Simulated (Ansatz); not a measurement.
Given:

BPd2:
```yaml
crystal:
  lattice:
    - [4.70033, 0.00000, 0.00000]
    - [0.00000, 5.08354, 0.00000]
    - [0.00000, 0.00000, 3.11513]
  atoms:
    - { symbol: B, position: [0.50000, 0.50000, 0.50000] }
    - { symbol: B, position: [0.00000, 0.00000, 0.00000] }
    - { symbol: Pd, position: [0.75253, 0.15553, 0.50000] }
    - { symbol: Pd, position: [0.24747, 0.84447, 0.50000] }
    - { symbol: Pd, position: [0.25253, 0.34447, 0.00000] }
    - { symbol: Pd, position: [0.74747, 0.65553, 0.00000] }
```

This is the PBEsol-relaxed structure.

Problem. All from PBEsol (plane waves, PAW; program Ansatz), unless another level is named. Predict the density of states at the Fermi level.

Solution. 0.27 states/eV per atom (mean over ±0.08 eV).

Problem. Next, the formation energy from the elements (no fitted shifts)?

Solution. -0.30 eV/atom.

Problem. Predict the gap with spin–orbit coupling.

Solution. none (metallic).

Space group Pnnm. The first step of the workflow began from a Materials Project structure, measured or hypothetical; the Crystallography Open Database files this formula in space group No. 58, but the cells were not matched. Its standing as an ambient phase is unchecked. The PBEsol relaxation kept the symmetry of its start; whether a distortion lowers the energy is not shown. No spin polarisation was allowed. The references are the lowest solids computed at this level, not always the standard phases. Spin–orbit coupling is left out wherever it is not named.

Potentials: the later of the program's two PAW sets.
